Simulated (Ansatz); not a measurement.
HfSO in space group P2_13 (No. 198; Hf on 4a, S on 4a, O on 4a), r²SCAN in the plane-wave PAW code Ansatz. The conduction-band minimum lies on the Γ–R line, 80 % of the way from Γ, with 8 equivalent valleys. Second derivatives d²E/dk² of the lowest band at one valley (eV·Å²), along Cartesian directions:

```csv
direction,d²E/dk²
[100],8.142
[010],8.142
[001],8.142
[110],8.389
[101],8.389
[011],8.389
```

Q: Find the principal effective masses, the density-of-states mass and the conductivity mass.

A: Off-diagonal terms follow from H_xy = H[110] − (H_xx + H_yy)/2, and m*/mₑ = 7.620 eV·Å² over each eigenvalue: 0.88, 0.97, 0.97. One valley's DOS mass (m₁m₂m₃)^(1/3) = 0.94, conductivity mass 3/(Σ 1/mᵢ) = 0.94 mₑ.

Q: What effective density of states Nc follows at 300 K for parabolic valleys?

A: Nc = 2.509e19 × 8 × (0.94)^(3/2) ≈ 1.8e20 cm⁻³.

The workflow started from a Materials Project entry (that database holds measured and hypothetical structures alike); the Crystallography Open Database copy checked does not list it. Its standing as an ambient phase is unchecked. Symmetry was held in the r²SCAN relaxation; its stability against distortions is not shown here. No spin polarisation was allowed. Scalar-relativistic: spin–orbit coupling is off unless named, which matters more the heavier the elements.

Potentials: the later of the program's two PAW sets.

Edges and masses are those of Kohn–Sham bands, whose gap is no quasiparticle gap.
